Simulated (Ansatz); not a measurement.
PbS:
```
CELL_PARAMETERS angstrom
      4.22526     0.00000     0.00000
      0.00000     5.97137     0.00000
      0.00000     0.00000     4.22527
ATOMIC_POSITIONS crystal
  Pb 0.50000 0.50000 0.24992
  Pb 0.00000 0.00000 0.75008
  S  0.00000 0.50000 0.75008
  S  0.50000 0.00000 0.24992
```

Relaxed with r²SCAN. Special points in fractions of this cell's reciprocal vectors: Γ (0.000, 0.000, 0.000); X (0.500, 0.000, 0.000); S (0.500, 0.500, 0.000); Y (0.000, 0.500, 0.000); Z (0.000, 0.000, 0.500); U (0.500, 0.000, 0.500); R (0.500, 0.500, 0.500); T (0.000, 0.500, 0.500).

Q: List the band energies nearest the valence-band maximum at these points for plane-wave PAW r²SCAN (Ansatz code).

A: In eV from the valence-band maximum; about four levels below and three above (degenerate sets whole), none deeper than 8.9 eV; points with the same levels are listed once.

```tsv
k	below	above
Γ	-3.46 -3.46 -2.22 -2.21 -2.21	4.24 5.50 5.50
X	-1.94 -1.94 -0.79 -0.79	1.73 1.73 2.70 2.70
S	-1.83 -1.83 -1.83 -1.83 0.00 0.00	0.69 0.69 2.24 2.24 2.24 2.24
Y	-2.86 -2.86 -2.86 -2.86 -1.71 -1.71	2.71 2.71 5.14 5.14
U	-3.46 -3.46 -3.46 -3.46	4.24 4.24 5.94 5.94
R	-4.42 -4.42 -4.42 -4.42 -1.05 -1.05	2.49 2.49 5.01 5.01 5.01 5.01
```

Space group Fm-3m (rock salt). Symmetry was held in the r²SCAN relaxation. Point labels and valley counts follow the cell and symmetry of the run, lower than the named group. Scalar-relativistic: spin–orbit coupling is off unless named, which matters more the heavier the elements.

Potentials: the later of the program's two PAW sets.
